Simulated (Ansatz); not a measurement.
SiC:
```cif
data_C2Si2
_chemical_formula_sum 'Si2 C2'
_space_group_name_H-M_alt 'P 1'
_space_group_IT_number 1
_cell_length_a 3.07531
_cell_length_b 3.07531
_cell_length_c 5.04816
_cell_angle_alpha 90.000
_cell_angle_beta 90.000
_cell_angle_gamma 120.000
loop_
_space_group_symop_operation_xyz
  'x, y, z'
loop_
_atom_site_label
_atom_site_type_symbol
_atom_site_fract_x
_atom_site_fract_y
_atom_site_fract_z
_atom_site_occupancy
Si1 Si 0.66667 0.33333 0.00050 1
Si2 Si 0.33333 0.66667 0.50050 1
C1 C 0.66667 0.33333 0.62470 1
C2 C 0.33333 0.66667 0.12470 1
```

Relaxed with r²SCAN.

**Question.** Tabulate the valence density and the electron localisation function along the shortest Si–C contact (1.88 Å), DFT-r²SCAN in the program Ansatz with PAW potentials.

**Answer.** 

| distance from Si (Å) | density (e/Å³) | ELF |
|---|---|---|
| 0.19 | 0.08 | 0.31 |
| 0.28 | 0.13 | 0.22 |
| 0.38 | 0.22 | 0.27 |
| 0.47 | 0.34 | 0.45 |
| 0.56 | 0.47 | 0.69 |
| 0.66 | 0.60 | 0.84 |
| 0.75 | 0.71 | 0.90 |
| 0.85 | 0.81 | 0.93 |
| 0.94 | 0.91 | 0.93 |
| 1.04 | 1.01 | 0.93 |
| 1.13 | 1.15 | 0.92 |
| 1.22 | 1.32 | 0.89 |
| 1.32 | 1.50 | 0.83 |
| 1.41 | 1.68 | 0.72 |
| 1.51 | 1.79 | 0.52 |
| 1.60 | 1.83 | 0.26 |
| 1.69 | 1.79 | 0.08 |

The density is the valence pseudo-density with augmentation charge, so density and ELF within about 1 Å of a nucleus are not all-electron values.

Space group P6_3mc (wurtzite). The cell was relaxed with r²SCAN under the symmetry of its start; phonons on a q-mesh show no instability.

Potentials: the later of the program's two PAW sets.
